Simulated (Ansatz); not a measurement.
**Calculated ⁵³Cr NMR of the central transition for TiV₂CrO₁₀**

Cell: a Materials Project structure (computed, not necessarily an observed phase), taken as it stands.

Space group P-4m2 (No. 115); a = 6.6494, c = 4.4559 Å.

```
site  Wyckoff  site symmetry       x       y       z
  Ti       1c           -4m2  0.5000  0.5000  0.5000
   V       2g           2mm.  0.5000  0.0000  0.6203
  Cr       1d           -4m2  0.0000  0.0000  0.5000
  O5       4j            .m.  0.0000  0.7949  0.2859
  O6       2g           2mm.  0.5000  0.0000  0.2567
 O10       4k            .m.  0.5000  0.2666  0.7224
```

One atom of each set is listed.

Method: Kohn–Sham DFT in Ansatz, PBE, plane waves and PAW, scalar-relativistic, 420 eV cutoff, Γ-centred 3×3×5 k-points, Fermi–Dirac smearing 0.02 eV.

⁵³Cr has I = 3/2 and Q = -150.0 mb (Pyykkö 2018); at 35.2 T its Larmor frequency is ν₀ = 84.9 MHz. Only the quadrupole interaction is simulated: positions count from each site's isotropic chemical shift, and shift anisotropy, dipolar and J coupling are left out.

Question: Give C_Q, η, the quadrupolar product P_Q = |C_Q|(1 + η²/3)^½, the second-order isotropic shift and the breadth of the pattern (static powder) for each Cr site.

Answer: 

```tsv
site	first shell	C_Q (MHz)	η	P_Q (MHz)	δ_QIS (ppm)	breadth (kHz)
Cr	4 O at 1.66 Å	-16.2	0.00	16.2	-915	404
```

δ_QIS = −(ν_Q²/30ν₀²)[I(I+1) − 3/4](1 + η²/3) × 10⁶ ppm with ν_Q = 3|C_Q|/[2I(2I−1)]; it falls as 1/B₀² in ppm, and the breadth as 1/B₀ in kHz.

An axis of threefold or higher order runs through Cr, so V_zz lies along it and η is zero.

The largest force is 1.3 eV/Å, so the atoms aren't at the calculated equilibrium and relaxing them would move these values.
